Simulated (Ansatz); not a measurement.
**Data sheet: RbCaH3 (DFT)**

RbCaH3:
```xyz
5
Lattice="4.5265 0.0000 0.0000 0.0000 4.5265 0.0000 0.0000 0.0000 4.5265" Properties=species:S:1:pos:R:3 pbc="T T T"
Rb     0.0000     0.0000     0.0000
Ca     2.2632     2.2632     2.2632
H      2.2632     0.0000     2.2632
H      0.0000     2.2632     2.2632
H      2.2632     2.2632     0.0000
```

Space group Pm-3m (No. 221), cubic perovskite; conventional cell a = b = c = 4.526 Å, α = β = γ = 90.00°.

Method: HSE06 (plane waves, PAW; program Ansatz). Geometry: relaxed at this level of theory. Other levels are named where they apply.

Cell and energy:

```json
{
 "volume_per_atom": "18.55 Å³",
 "density": "2.30 g/cm³"
}
```

Electronic structure:

```json
{
  "band_gap": "4.46 eV (direct)",
  "valence_band_maximum": "at M",
  "conduction_band_minimum": "at M (3 equivalent valleys)",
  "Gap with spin–orbit coupling": "4.45 eV (at the special points and the edges found without it)"
}
```

Mechanics:

```json
{
 "Bulk modulus (Birch–Murnaghan fit)": "25.1 GPa",
 "Pressure derivative B′": "3.7"
}
```

Charges:

```json
{
 "bader_charges": "Rb +0.79, Ca +1.51, H -0.76 e"
}
```

The first step of the workflow began from a Materials Project structure, measured or hypothetical; the Crystallography Open Database files this formula in space group No. 221, but the cells were not matched. Its standing as an ambient phase is unchecked. The cell was relaxed with HSE06 under the symmetry of its start; its stability against distortions is not shown here. The hybrid was solved on a coarse mesh, the path and, where they were found, the r²SCAN edge points; its band edges are the extreme levels among these. Scalar-relativistic: spin–orbit coupling is off unless named, which matters more the heavier the elements.

Potentials: the later of the program's two PAW sets.
